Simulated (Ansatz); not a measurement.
CaF2 in space group Pmc2_1 (No. 26; Ca on 2a, F on 2b, F on 2a), the program Ansatz at the LDA level (PAW). The conduction-band minimum lies at Γ, with 1 equivalent valley. Second derivatives d²E/dk² of the lowest band at one valley (eV·Å²), along Cartesian directions:

| direction | d²E/dk² |
|---|---|
| [100] | 13.29 |
| [010] | 6.140 |
| [001] | 10.42 |
| [110] | 9.713 |
| [101] | 11.85 |
| [011] | 8.282 |

Task: Find the principal effective masses, the density-of-states mass and the conductivity mass.

Result: Off-diagonal terms follow from H_xy = H[110] − (H_xx + H_yy)/2, and m*/mₑ = 7.620 eV·Å² over each eigenvalue: 0.57, 0.73, 1.2. One valley's DOS mass (m₁m₂m₃)^(1/3) = 0.80, conductivity mass 3/(Σ 1/mᵢ) = 0.77 mₑ.

Task: What effective density of states Nc follows at 300 K for parabolic valleys?

Result: Nc = 2.509e19 × 1 × (0.80)^(3/2) ≈ 1.8e19 cm⁻³.

The workflow started from a Materials Project entry (that database holds measured and hypothetical structures alike); the Crystallography Open Database copy checked does not list it. It is not the phase usual at ambient conditions (space group No. 225). The cell was relaxed with LDA under the symmetry of its start; its stability against distortions is not shown here.

Potentials: the later of the program's two PAW sets.

Edges and masses are those of Kohn–Sham bands, whose gap is no quasiparticle gap.
